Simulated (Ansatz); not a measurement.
SiB12C2 in space group R-3m (No. 166; B on 18h, B on 18h, C on 6c, Si on 3b), r²SCAN (plane waves, PAW; program Ansatz). The conduction-band minimum lies on the Γ–S0 line, 78 % of the way from Γ, with 6 equivalent valleys. Second derivatives d²E/dk² of the lowest band at one valley (eV·Å²), along Cartesian directions:

```
direction  d²E/dk²
---------  -------
[100]        11.85
[010]        21.16
[001]        15.91
[110]        8.902
[101]        18.20
[011]        20.83
```

Problem. Find the principal effective masses, the density-of-states mass and the conductivity mass.

Solution. Off-diagonal terms follow from H_xy = H[110] − (H_xx + H_yy)/2, and m*/mₑ = 7.620 eV·Å² over each eigenvalue: 0.30, 0.42, 1.4. One valley's DOS mass (m₁m₂m₃)^(1/3) = 0.56, conductivity mass 3/(Σ 1/mᵢ) = 0.47 mₑ.

Problem. What effective density of states Nc follows at 300 K for parabolic valleys?

Solution. Nc = 2.509e19 × 6 × (0.56)^(3/2) ≈ 6.3e19 cm⁻³.

The start of the workflow was typed in or built on a structure type; neither database checked (COD, Materials Project) lists it. Whether it is the stable phase at ambient conditions was not checked. The cell was relaxed with r²SCAN under the symmetry of its start; whether a distortion lowers the energy is not shown.

Potentials: the earlier of the program's two PAW sets.

Edges and masses are those of Kohn–Sham bands, whose gap is no quasiparticle gap.
